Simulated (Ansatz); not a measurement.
**Question.** Ru (hcp (Mg type), P6_3/mmc) is relaxed with the program Ansatz at the PBE level (PAW). What lattice parameters of the conventional cell result?

**Answer.** a = 2.721 Å, c = 4.295 Å.

Symmetry was held in the PBE relaxation. The run is not spin-polarised. Axis ratios of metals converge slowly with the k-mesh, so a and c are less sure than the volume.

Potentials: the earlier of the program's two PAW sets.
